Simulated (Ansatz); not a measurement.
LiYb: reading a single point

```yaml
crystal:
  lattice:
    - [0.00000, 3.46736, 3.46736]
    - [3.46736, 0.00000, 3.46736]
    - [3.46736, 3.46736, 0.00000]
  atoms:
    - { symbol: Yb, position: [0.50000, 0.50000, 0.50000] }
    - { symbol: Yb, position: [0.75000, 0.75000, 0.75000] }
    - { symbol: Li, position: [0.00000, 0.00000, 0.00000] }
    - { symbol: Li, position: [0.25000, 0.25000, 0.25000] }
```

Method: r2SCAN, collinear spin; PAW, plane waves to 500 eV, 5×5×5 Γ-centred mesh, fermi-dirac occupations (width 0.1 eV) (Ansatz 0.2.0), atoms fixed.

The state carries no moments; the state need not be the lowest.

(1) What is the formation energy?

(2) What does the stress say?

(3) Describe some of the short contacts.

(4) Is there a gap?

(5) Which element gives electrons and which takes them?

Origin: a known structure type with other elements, at an estimated volume, so it need not be a known compound. Caveats: the input typed no starting moments; the k mesh is coarse if the cell is a metal; f levels without a U or exact exchange are poorly placed.

Answers

(1) 0.37 eV an atom against the elements' usual phases (free molecules for gases, crystals otherwise, with no correction for O₂ or N₂), so at this geometry it isn't bound against them. Relaxing would lower it.

(2) The pressure is 7.6 GPa (compression positive), so with the atoms held at these fractions the cell would first expand.

(3) Yb–Yb at 3.00 Å: least valence density 0.13 e/Å³ and ELF 0.04 there. Yb–Li at 3.00 Å: least valence density 0.08 e/Å³ and ELF 0.08 there. Li–Li at 3.00 Å: least valence density 0.08 e/Å³ and ELF 0.12 there. Both are smooth PAW fields, read partly inside the augmentation spheres.

(4) It is a metal, with about 4.5 states/eV a cell as the mean within 0.25 eV of the Fermi level, mostly Yb d (60 %) and Yb f (25 %).

(5) Bader charges in e: Li +0.81, Yb -0.81. In the mean Li gives up most and Yb takes most.
